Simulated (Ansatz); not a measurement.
Input:

ZnCu2SiTe4:
```
ZnCu2SiTe4
1.0
   -2.98907     2.98907     5.95020
    2.98907    -2.98907     5.95020
    2.98907     2.98907    -5.95020
Zn Si Cu Te
1 1 2 4
Direct
  0.00000   0.00000   0.00000
  0.50000   0.50000   0.00000
  0.75000   0.25000   0.50000
  0.25000   0.75000   0.50000
  0.38774   0.87134   0.00000
  0.12866   0.12866   0.51640
  0.87134   0.38774   0.00000
  0.61226   0.61226   0.48360
```

This is the r²SCAN-relaxed structure. Cartesian axes are those of the cell as given.

Problem. All from plane-wave PAW r²SCAN (Ansatz code), unless another level is named. Estimate the electron effective mass.

Solution. 0.15, 0.26, 0.26 mₑ (principal values).

Problem. Give the formation energy from the elements (no fitted shifts).

Solution. -0.23 eV/atom.

Problem. And the hole effective mass, band 1 of 2 at the edge?

Solution. 0.45 along x, 0.37 along z (mₑ).

Problem. What about the smallest direct gap on the standard path?

Solution. 0.58 eV.

Problem. And the weight of the conduction-edge state by species (Voronoi cells)?

Solution. Te 49 %, Zn 19 %, Si 19 %, Cu 14 %.

Space group I-42m. The first step of the workflow began from a Materials Project structure, measured or hypothetical; the Crystallography Open Database copy checked does not list it. Its standing as an ambient phase is unchecked. The r²SCAN relaxation kept the symmetry of its start; its stability against distortions is not shown here. The run is not spin-polarised. The references are the lowest solids computed at this level, not always the standard phases. Spin–orbit coupling is left out wherever it is not named.

Potentials: the later of the program's two PAW sets.
